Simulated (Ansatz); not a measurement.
## Elastic constants of K2Ni: input and output

These are results of Ansatz, DFT PBE, scalar-relativistic, plane waves, PAW, not measurements.

It can be run as:
```bash
ansatz run input.yaml --threads 1 --pin off --backend cpu --events-out ev --progress --plain --runs-dir out  # memory cap (--max-ram) not shown
```

Input (bare energies are in eV):
```yaml
crystal:
  lattice:
    - [0.0, 3.9742470055, 3.9742470055]
    - [3.9742470055, 0.0, 3.9742470055]
    - [3.9742470055, 3.9742470055, 0.0]
  atoms:
    - { symbol: K, position: [0.75, 0.75, 0.75] }
    - { symbol: K, position: [0.25, 0.25, 0.25] }
    - { symbol: Ni, position: [0.0, 0.0, 0.0] }
basis:
  ecutwfc: 420
kpoints:
  mp_grid: { grid: [10, 10, 10] }
hamiltonian:
  xc: pbe
scf:
  occupations: { method: fermi_dirac, width: 0.15 }
output:
  forces: true
  stress: true
  eigenvalues: true
elastic:
  mode: relaxed_ion
  amplitude: 0.005
  stencil: two_point
```

From the output:
```
--- Elastic constants: 2 strain directions × 2 members + reference (group order 48) ---
  dense FFT box of the reference and of every strained cell: 40×40×40
  strains applied: 11, 23; error gains: componentwise 1.00 (the most a stress slope's error grows in a printed constant), spectral 1.73 (1 for all six strains in a standard setting)
  C = ∂σ_k/∂η_j (tension-positive GPa; Voigt order 11 22 33 23 13 12):
        17.372      3.068      3.068     -0.000     -0.000     -0.000
         3.068     17.372      3.068     -0.000     -0.000     -0.000
         3.068      3.068     17.372     -0.000      0.000      0.000
        -0.000      0.000      0.000      1.959      0.000      0.000
        -0.000      0.000      0.000     -0.000      1.959      0.000
        -0.000      0.000     -0.000     -0.000     -0.000      1.959
  reference stress σ⁰ (GPa):      0.002      0.002      0.002      0.000     -0.000     -0.000
  C* (energy form; C + prestress term) asymmetry max|C*_kj − C*_jk| = 1.332e-15 GPa — a small one proves nothing (zero by symmetry where the batch's group is 432, −43m or m−3m); a large one is finite-difference/SCF noise where every solve ...
  moduli (Voigt/Reuss/Hill, GPa): K = 7.84/7.84/7.84   G = 4.04/2.76/3.40   E = 8.91   ν = 0.311
  mechanically stable: yes (min eigenvalue of sym C = 1.96 GPa)
  strain η (Voigt 11):  stress-route row diagonal C_11 = 17.37 GPa, energy-path curvature d²(F+E_count+ΔE)/dδ²/Ω₀ = 17.39 GPa
         δ    σ_11 (GPa) F (eV) n_scf n_hpsi n_pw
    -5.000e-3      -0.0858       -8913.4089016      13   55824   2465   relax 0 steps, max|allowed force component| 1.39e-17 eV/Å
     5.000e-3       0.0879       -8913.4088894      10   44745   2495   relax 0 steps, max|allowed force component| 6.94e-18 eV/Å
  strain η (Voigt 23):  stress-route row diagonal C_44 = 1.96 GPa, energy-path curvature d²(F+E_count+ΔE)/dδ²/Ω₀ = 1.97 GPa
         δ    σ_23 (GPa) F (eV) n_scf n_hpsi n_pw
    -5.000e-3      -0.0098       -8913.4090459       8   69003   2475   relax 3 steps, max|allowed force component| 3.59e-8 eV/Å
     5.000e-3       0.0098       -8913.4090459       8   68977   2475   relax 2 steps, max|allowed force component| 2.00e-8 eV/Å
```

The cell was built by swapping an element in a database structure (itself possibly hypothetical) and relaxing; it need not be the stable form of this composition. With next to no gap, frequencies and elastic constants depend on the k mesh and the smearing, soft modes and shear constants most. Spin polarisation was left out, and a magnetic state may lie lower.

The least eigenvalue is 2.0 GPa; in a metal on this mesh the verdict on stability isn't firm within about 20 GPa or a tenth of the bulk modulus.

On the mesh the filled and empty bands stay 0.07 eV apart, little enough for the smearing to populate both, so at this level the crystal is a narrow-gap semiconductor or semimetal, not an ordinary metal.